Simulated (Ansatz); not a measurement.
# Scan of one atom of the cell for Ta (bcc, W type)

Relaxed Ta (bcc, W type):

```
CELL_PARAMETERS angstrom
     -3.28193     3.28193     3.28193
      1.64096    -1.64096     1.64096
      1.64096     1.64096    -1.64096
ATOMIC_POSITIONS crystal
  Ta 0.00000 0.00000 0.00000
  Ta 0.50000 0.00000 0.00000
```

In each cell atom 1 (Ta, nearest neighbour Ta at 2.842 Å; its periodic images, 2.8 Å or more away, move with it) moves by s·(-0.577, -0.577, -0.577) (towards the nearest neighbour), the rest being held.

The numbers are results of PBEsol (plane waves to 420 eV, PAW, scalar-relativistic; Ansatz, a program for electronic structure), not measurements. k mesh 8×16×16 (Γ-centred), Fermi-Dirac smearing 0.05 eV. Energies are smeared free energies. Compression counts positive. With partly filled bands, energies and forces of such displacements shift with the k mesh and the smearing. F∥ is the force on the atom along that direction. F⊥ is the part of the force across the line. Spin-orbit coupling is left out, though Ta is heavy. Ta is run without spin polarisation. Ta was relaxed with its symmetry unable to fall. The PAW data are Ansatz's earlier set. ΔE is measured from the undisplaced structure.

```tsv
s (Å)	ΔE (meV/cell)	P (GPa)	F∥ (eV/Å)	|F⊥| (eV/Å)
-0.280	312	5.0	2.438	0.230
-0.224	192	3.2	1.860	0.134
-0.168	103	1.8	1.319	0.053
-0.112	43	0.9	0.823	0.008
-0.056	10	0.3	0.372	0.014
0.000	0	0.1	0.000	0.000
0.056	10	0.3	-0.372	0.014
0.112	43	0.9	-0.823	0.008
0.168	103	1.8	-1.319	0.053
0.224	192	3.2	-1.860	0.134
0.280	312	5.0	-2.438	0.230
```

Derived quantities:

| Item | Value |
|---|---|
| Energy at s = 0.280 Å | 312 meV/cell |
| Force along the line at s = -0.280 Å | 2.44 eV/Å |
| Symmetry of the curve | even: the same for both signs |
| Shape of the curve | a single well with its minimum at or next to zero displacement |
| Force constant k = d²E/ds² at s = 0 (finite differences) | 6.40 eV/Å² |
| Harmonic estimate at the end of the scan | ½ks² = 251 meV/cell against the computed 312 meV/cell, so the well is stiffer than harmonic there |

(For displaced atoms, the force is minus the slope of the energy, and its curvature is a force constant, which sets phonon frequencies.)
